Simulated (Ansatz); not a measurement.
The guess for YLu was made by a generator: random cell by space group and Wyckoff sites (Cmmm, No. 65). The dimensions are guesses.

```
Y Lu
1.0
     2.71199   -3.27883    0.00000
     2.71199    3.27883    0.00000
     0.00000    0.00000    3.17886
Y Lu
1 1
Direct
  0.50000 0.50000 0.50000
  0.00000 0.00000 0.50000
```

Method: DFT PBE, scalar-relativistic, plane waves, PAW (Ansatz). Cutoff 420 eV, Gaussian smearing, Γ-centred meshes. Cell and atoms relax first on a coarse mesh and then on a finer one. In between, the cell is made exact in the group found at 0.06 Å. In metals the finer mesh still leaves noise of several meV/atom or more. The steps can't lower the symmetry of their start. No spin polarisation.

A guess keeps its type if space group and coordination stay and the shape of the cell changes little (axis ratios within about 15 %, angles within 6°); the volume may change.

**Question.** Does it keep its structure type, or change into something else?

**Answer.** It doesn't keep its type. The symmetry goes from Cmmm (No. 65) to P4/mmm (No. 123). The volume per atom grows by 19.8 %, from 28.3 to 33.9 Å³. The shortest distance goes from 2.71 Å (Y–Lu) to 3.23 Å (Lu–Lu and Y–Y). Counting neighbours within 15 % of an atom's shortest distance, the start has Lu 2, Y 2 and the end Lu 6, Y 6. In detail, at the end Y is surrounded by 2 Y at 3.23 Å and 4 Lu at 3.24 Å; around Lu lie 2 Lu at 3.23 Å and 4 Y at 3.24 Å.

```yaml
crystal:
  lattice:
    - [4.57954, 0.00000, 0.00000]
    - [0.00000, 4.57954, 0.00000]
    - [0.00000, 0.00000, 3.23068]
  atoms:
    - { symbol: Y, position: [0.50000, 0.50000, 0.50000] }
    - { symbol: Lu, position: [0.00000, 0.00000, 0.50000] }
```

Energies over the elements count from the elements' standard structures at the same level, with no fitted energy shifts.

**Question.** At what energy does it end?

**Answer.** +0.82 eV/atom. A positive value: parting into the elements would lower its energy.

The last run used a 12×12×18 mesh (in the run's order of axes) for its 2-atom cell and Gaussian smearing of 0.10 eV. The cell is a metal run without spin; a magnetic state may lie lower. A structure relaxed within its symmetry needn't be a true minimum.
